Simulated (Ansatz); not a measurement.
TaS2 in space group R3m (No. 160; Ta on 3a, S on 3a, S on 3a), PBE+D3(BJ) in the plane-wave PAW code Ansatz, all energies at zero smearing, with the estimated change up to a 700 eV cutoff added, with one set of potentials and settings (totals compare only within such a set). Cell of 3 atoms (1 Ta, 2 S): -11740.741 eV.

```
element             reference phase  E (eV/atom)
-------  --------------------------  -----------
Ta       Im-3m, 1 atoms in the cell   -9932.9154
S        Fddd, 32 atoms in the cell    -902.2562
```

Formation energy per atom, worked out: (-11740.741 − 1×(-9932.9154) − 2×(-902.2562))/3 = -1.104 eV/atom (-107 kJ per mol of atoms), at 0 K, without zero-point energy or fitted corrections.

The workflow started from a Materials Project entry (that database holds measured and hypothetical structures alike); the Crystallography Open Database copy checked does not list it. It is not the phase usual at ambient conditions (space group No. 164). Symmetry was held in the PBE+D3(BJ) relaxation; of distortions, only those at the zone centre were tested. No spin polarisation was allowed. The references are the lowest solids computed at this level, not always the standard phases. Scalar-relativistic: spin–orbit coupling is off unless named, which matters more the heavier the elements.

Potentials: the later of the program's two PAW sets.
